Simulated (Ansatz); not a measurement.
**LaSc₃F₂: phonons across the zone**

These are results of DFT PBE, scalar-relativistic, plane waves, PAW (Ansatz 0.2.0), not measurements. Plane waves to 420 eV; Γ-centred k mesh 8×8×4; Gaussian smearing of 0.10 eV. Collinear spin, site moments 0.0, 0.0, 0.1, 0.1, 0.0, 0.0 μB. Phonons by linear response, acoustic sum rule imposed.

Relaxed structure:
```yaml
crystal:
  lattice:
    - [3.85922, 0.00000, 0.00000]
    - [0.00000, 3.85922, 0.00000]
    - [0.00000, 0.00000, 8.66890]
  atoms:
    - { symbol: La, position: [0.50000, 0.50000, 0.78661] }
    - { symbol: Sc, position: [0.00000, 0.00000, 0.13234] }
    - { symbol: Sc, position: [0.00000, 0.00000, 0.52623] }
    - { symbol: Sc, position: [0.50000, 0.50000, 0.37766] }
    - { symbol: F, position: [0.00000, 0.50000, 0.02208] }
    - { symbol: F, position: [0.50000, 0.00000, 0.02208] }
```

It was reached by relaxing an invented guess, and it needn't be the stable form of this composition. In a metal, frequencies and elastic constants depend on the k mesh and the smearing, soft modes and shear constants most. Some empty bands missed the eigensolver's threshold. The q mesh is coarse, so values between its points are rough.

Force constants from linear response on a 2×2×1 q mesh.

Problem. Is the structure dynamically stable on this mesh?

Solution. No: at q = (-0.500, -0.500, 0.000) a mode is imaginary, 126i cm⁻¹.

Problem. Give the frequencies (cm⁻¹; i marks imaginary ones) at the irreducible q points, in fractions of the reciprocal vectors.

Solution.
```
                  q  star                                                               frequencies
  0.000 0.000 0.000     1             0 0 0 83 83 95 95 124 159 168 195 195 195 228 228 242 356 356
 0.000 -0.500 0.000     2       51i 41 49 71 93 124 131 133 160 179 180 181 183 197 198 284 321 341
-0.500 -0.500 0.000     1  126i 126i 50i 64 100 100 121 128 128 150 178 198 198 249 264 270 270 366
```
